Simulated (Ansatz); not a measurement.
SiC:
```
SiC
1.0
    3.07531     0.00000     0.00000
   -1.53765     2.66329     0.00000
    0.00000     0.00000     5.04816
Si C
2 2
Direct
  0.66667   0.33333   0.00050
  0.33333   0.66667   0.50050
  0.66667   0.33333   0.62470
  0.33333   0.66667   0.12470
```

Relaxed with r²SCAN.

Problem. Give the Bader charges and basin volumes of the independent atoms, the program Ansatz at the r²SCAN level (PAW).

Solution. 

```
atom  Bader charge (e)  Bader volume (Å³)
----  ----------------  -----------------
Si1              +2.88                4.3
C3               -2.88               16.4
```

Space group P6_3mc (wurtzite). Symmetry was held in the r²SCAN relaxation.

Potentials: the later of the program's two PAW sets.
